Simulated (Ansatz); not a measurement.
A relaxed cell of Rb2ScCrC6N6 is given with its symmetry left out. The cell was found from a structure generator's guess, not taken from experiment.

Computed with Ansatz, DFT PBE, scalar-relativistic, plane waves, PAW. Cutoff 420 eV, Γ-centred mesh, Gaussian smearing, collinear spin.

```cif
data_structure
_symmetry_space_group_name_H-M 'P 1'
_symmetry_Int_Tables_number 1
_cell_length_a 7.6752
_cell_length_b 7.6752
_cell_length_c 7.6752
_cell_angle_alpha 60.000
_cell_angle_beta 60.000
_cell_angle_gamma 60.000
_cell_volume 319.71
loop_
_atom_site_label
_atom_site_type_symbol
_atom_site_fract_x
_atom_site_fract_y
_atom_site_fract_z
_atom_site_occupancy
Rb1 Rb 0.25000 0.25000 0.25000 1
Rb2 Rb 0.75000 0.75000 0.75000 1
Sc1 Sc 0.00000 0.00000 0.00000 1
Cr1 Cr 0.50000 0.50000 0.50000 1
C1 C 0.78868 0.21132 0.21132 1
C2 C 0.21132 0.78868 0.21132 1
C3 C 0.21132 0.21132 0.78868 1
C4 C 0.21132 0.78868 0.78868 1
C5 C 0.78868 0.21132 0.78868 1
C6 C 0.78868 0.78868 0.21132 1
N1 N 0.67987 0.32013 0.32013 1
N2 N 0.32013 0.67987 0.32013 1
N3 N 0.32013 0.32013 0.67987 1
N4 N 0.32013 0.67987 0.67987 1
N5 N 0.67987 0.32013 0.67987 1
N6 N 0.67987 0.67987 0.32013 1
```

Formation energies are uncorrected and refer to the elements' standard structures at the same level (N₂ as a molecule).

Task: Find its symmetry and describe it.

Result: Fm-3m (No. 225). Conventional cell: a = 10.854 Å. Around Rb lie 12 C at 3.86 Å and 12 N at 3.91 Å; Sc is surrounded by 6 C at 2.29 Å; around Cr lie 6 N at 1.95 Å; C has 1 N at 1.18 Å, 1 Sc at 2.29 Å, 1 Cr at 3.13 Å, 4 C at 3.24 Å, 4 N at 3.69 Å and 4 Rb at 3.86 Å; around N lie 1 C at 1.18 Å, 1 Cr at 1.95 Å, 4 N at 2.76 Å, 1 Sc at 3.47 Å, 4 C at 3.69 Å, 1 N at 3.90 Å and 4 Rb at 3.91 Å.

Task: What is its formation energy per atom?

Result: −0.15 eV/atom. A negative formation energy is needed for stability but isn't enough: competing phases decide.

Task: Is it a metal?

Result: Yes, bands cross the Fermi level on the 6×6×6 mesh.

Task: Which magnetic moments does it keep?

Result: 0.06 μB per atom net, the space between the atoms included; by site: Sc -0.1; Cr 1.2 μB.

Task: From what recipe could a structure generator have reached it?

Result: One such recipe: cyanide-bridged rock-salt net of two metals, 2 guest cations a cell (Fm-3m, No. 225). Other recipes can lead to the same cell.

The last run used collinear spin, a 6×6×6 mesh for its 16-atom cell and Gaussian smearing of 0.10 eV. The reference form of C is held partly by dispersion forces, which this level lacks. The magnetic state reached may not be the lowest. A structure relaxed within its symmetry needn't be a true minimum.
